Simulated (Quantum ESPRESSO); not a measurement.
# Kohn-Sham bands of Li2ZrTeO6 (R3)

```
CELL_PARAMETERS angstrom
     -2.62291     4.54301     0.00000
     -5.24582     0.00000     0.00000
     -2.62291     1.51434     4.68490
ATOMIC_POSITIONS crystal
  Li 0.72352 0.72352 0.82944
  Li 0.21259 0.21259 0.36222
  Zr 0.99914 0.99914 0.00258
  Te 0.50375 0.50375 0.48876
  O  0.13947 0.75887 0.70986
  O  0.75887 0.39180 0.70986
  O  0.39180 0.13947 0.70986
  O  0.28426 0.61126 0.23109
  O  0.61126 0.87339 0.23109
  O  0.87339 0.28426 0.23109
```

Materials Project entry mp-6782; symmetrised, unrelaxed at this level. COD (Crystallography Open Database) has an entry of this formula and space group (matched by these alone). Method: PBEsol plane waves in Quantum ESPRESSO 7.5 (PseudoDojo norm-conserving files, 68 Ry, no spin polarisation, no spin-orbit coupling), Bloch states on a 4×4×4 mesh through Γ, Wannier90 4.0.1. Density: 8×8×8 mesh, cold smearing 0.01 Ry. Spin-orbit coupling is left out although heavy elements are present.

Energies are relative to the valence-band maximum; weights are on the orthonormalised atomic waves of the pseudopotential files, averaged over the group. 70 electrons a cell are treated as valence.

```tsv
bands	from (eV)	to (eV)	filling	weight on atomic waves
1	-47.34	-47.34	filled	(withheld)
2	-42.00	-42.00	filled	(withheld)
3	-41.77	-41.77	filled	(withheld)
4–8	-37.21	-37.12	filled	(withheld)
9–11	-25.59	-25.52	filled	(withheld)
12	-18.82	-18.41	filled	(withheld)
13–15	-16.89	-16.24	filled	(withheld)
16–17	-15.89	-15.38	filled	(withheld)
18	-9.22	-8.54	filled	(withheld)
19–21	-5.59	-4.36	filled	(withheld)
22–35	-3.54	0.00	filled	(withheld)
36	2.76	4.11	empty	(withheld)
37–39	4.63	5.68	empty	(withheld)
40–52	6.89	13.54	empty	(withheld)
```

### Question
Which atomic shells make up each group?

### Answer

- 1, weight on atomic waves: Zr 4s 96 %
- 2, weight on atomic waves: Li 1s 99 %
- 3, weight on atomic waves: Li 1s 99 %
- 4–8, weight on atomic waves: Te 4d 99 %
- 9–11, weight on atomic waves: Zr 4p 95 %
- 12, weight on atomic waves: O 2s 55 %, Te 5s 24 %, Li 2s 7 %
- 13–15, weight on atomic waves: O 2s 77 %, Te 5p 14 %
- 16–17, weight on atomic waves: O 2s 92 %
- 18, weight on atomic waves: O 2p 37 %, Te 5s 32 %, O 2s 25 %
- 19–21, weight on atomic waves: O 2p 67 %, Te 5p 20 %, Zr 4d 6 %
- 22–35, weight on atomic waves: O 2p 90 %, Zr 4d 5 %
- 36, weight on atomic waves: O 2p 38 %, Te 5s 27 %, Zr 4d 23 %
- 37–39, weight on atomic waves: Zr 4d 72 %, O 2p 18 %
- 40–52, weight on atomic waves: Te 5p 13 %, O 2p 12 %, Li 2s 11 %

The Kohn-Sham gap over both meshes and the path is 2.76 eV.
